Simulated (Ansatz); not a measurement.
Consider the following.

NaBPt$_{3}$:
Space group P6/mmm (No. 191); a = b = 5.5314 Å, c = 5.5041 Å, α = β = 90.00°, γ = 120.00°

```tsv
atom	site	symmetry	x	y	z
B	2d	-6m2	0.3333	0.6667	0.5000
Pt	6i	2mm	0.5000	0.5000	0.2414
Na	1a	6/mmm	0.0000	0.0000	0.0000
Na	1b	6/mmm	0.0000	0.0000	0.5000
```

This is the PBEsol-relaxed structure.

Task: All from plane-wave PAW PBEsol (Ansatz code), unless another level is named. Predict the electronic character.

Result: metallic (no gap).

Task: Next, the formation energy from the elements (no fitted shifts)?

Result: -420 meV/atom.

Task: Next, the density of states at the Fermi level?

Result: 0.30 states/eV per atom (mean over ±0.08 eV).

The workflow started from an entry of the Crystallography Open Database (COD). Whether it is the stable phase at ambient conditions was not checked. Symmetry was held in the PBEsol relaxation; its stability against distortions is not shown here. The run is not spin-polarised. The references are the lowest solids computed at this level, not always the standard phases. Scalar-relativistic: spin–orbit coupling is off unless named, which matters more the heavier the elements.

Potentials: the later of the program's two PAW sets.
